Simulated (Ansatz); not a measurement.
Here is the system:

Starting cell, NbRu (space group P4/mmm):

```xyz
4
Lattice="2.9992 0.0000 0.0000 0.0000 2.9992 0.0000 0.0000 0.0000 6.7506" Properties=species:S:1:pos:R:3 pbc="T T T"
Nb     0.0000     0.0000     0.0000
Nb     0.0000     0.0000     3.3753
Ru     1.4996     1.4996     1.6877
Ru     1.4996     1.4996     5.0630
```

The atoms are displaced by Q × the pattern below (from a DFPT mode at Z = (0.0, 0.0, 0.5), largest move 1; Q in Å), at fixed cell. It is one choice among 2 degenerate patterns. (q is in reciprocal vectors of the primitive cell; the cell shown is doubled to hold the pattern.)

```csv
atom,x,y,z
Nb1,0.000,-1.000,0.000
Nb2,0.000,1.000,0.000
```

Atoms not listed stay in place.

Computed with LDA (plane waves to 420 eV, PAW, scalar-relativistic; Ansatz, a first-principles code). k mesh 15×15×7 (Γ-centred), Fermi-Dirac smearing 0.05 eV. Energies are smeared free energies. With partly filled bands, energies and forces of such displacements shift with the k mesh and the smearing. NbRu is run without spin polarisation. NbRu was relaxed with its symmetry unable to fall. ΔE is measured from the undisplaced structure.

The scan covers Q from -0.280 to 0.280 Å in 13 points.

### Question
Which space group does the distorted structure have?

### Answer
Pmma (No. 51), lowered from P4/mmm.

### Question
Is this a single well or a double well?

### Answer
A single well with its minimum at or next to zero displacement.

### Question
What is the energy change at Q = 0.280 Å?

### Answer
373 meV/cell.

### Question
What harmonic wavenumber does the curvature at Q = 0 give?

### Answer
114 cm⁻¹.

(A displaced cell: forces are minus the slopes of the energy, force constants its curvatures, and phonons follow from these.)
